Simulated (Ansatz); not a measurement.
# fluorite-structured PbF2

The computed numbers are results of r²SCAN, scalar-relativistic (no spin polarisation) in the plane-wave PAW code Ansatz at 500 eV, Γ-centred 8×8×8 mesh; PAW files: Ansatz's generated set soft_2.

```
CELL_PARAMETERS angstrom
0.00000 2.96046 2.96046
2.96046 0.00000 2.96046
2.96046 2.96046 0.00000
ATOMIC_POSITIONS crystal
Pb 0.00000 0.00000 0.00000
F 0.25000 0.25000 0.25000
F 0.75000 0.75000 0.75000
```

The start was a prototype's sites filled with these elements; the Crystallography Open Database holds the compound in this structure.

Problem. Give the Born effective charges (a third of the trace, site by site).

Solution. Pb 3.22; F -1.61 e.

Problem. List the optical modes at the zone centre without the LO–TO term, with degeneracy and infrared intensity.

Solution. 
| ω (cm⁻¹) | degeneracy | IR intensity ((D/Å)²/u) |
| --- | --- | --- |
| 105 | 3 | 22.30 |
| 250 | 3 | 0.00 |

An ε∞ of 3.18 means a refractive index of √ε∞ = 1.78 below the gap, far above the lattice modes.

With one infrared-active mode the Lyddane–Sachs–Teller relation ties the modes to the static constant, ε0 = 30.67, which is built from the same mode and Born charges: ω_LO = ω_TO √(ε0/ε∞) = 105.4 × √(30.67/3.18) = 328 cm⁻¹, and the run has a mode at 328 cm⁻¹.

The mean Born charge of Pb is 3.22 against a formal +2. It exceeds the formal charge because moving the ion changes its mixing with the anions' p states, and electrons flow along the bond.

Semilocal functionals make the gap too small and so ε∞ somewhat too large. Scalar-relativistic only: spin–orbit splittings of the heavy atoms' levels are missing.
